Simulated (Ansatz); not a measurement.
A crystal relaxed with r2SCAN in Ansatz 0.2.0 has space group I-42d (No. 122) and a = 6.657 Å, c = 13.304 Å.

```csv
atom,site,x,y,z
Sb,4a,0.0000,0.5000,0.2500
In,8d,0.2588,0.7500,0.6250
Xx,4b,0.5000,0.0000,0.2500
```

With r2SCAN the gap is 0.01 eV and direct, at Γ. (With 0.02 eV of smearing so small a gap leaves both edges partly filled, and it could close between the points sampled.) The PBE gap is direct at Γ: 0.01 eV. (This is within a few times the smearing of 0.02 eV, so the filling near the edges can be smeared.) Meshes: r2SCAN 6×6×6, PBE 6×6×6.

Q: Which element is Xx?
A. P
B. As
C. N
D. Bi

A: D. Xx is Bi: In2BiSb as one 8-atom ordering (I-42d) on the zincblende lattice. Around Sb lie 4 In at 2.85 Å; around In lie 2 Sb at 2.85 Å and 2 Bi at 2.92 Å; around Bi lie 4 In at 2.92 Å.

No spin polarisation. The prototype was imposed, so other structures may be more stable.

Spin-orbit coupling is left out; in compounds of Pb, Bi, Tl or Hg it can lower a gap by up to about 1 eV, split its edges or invert the bands.
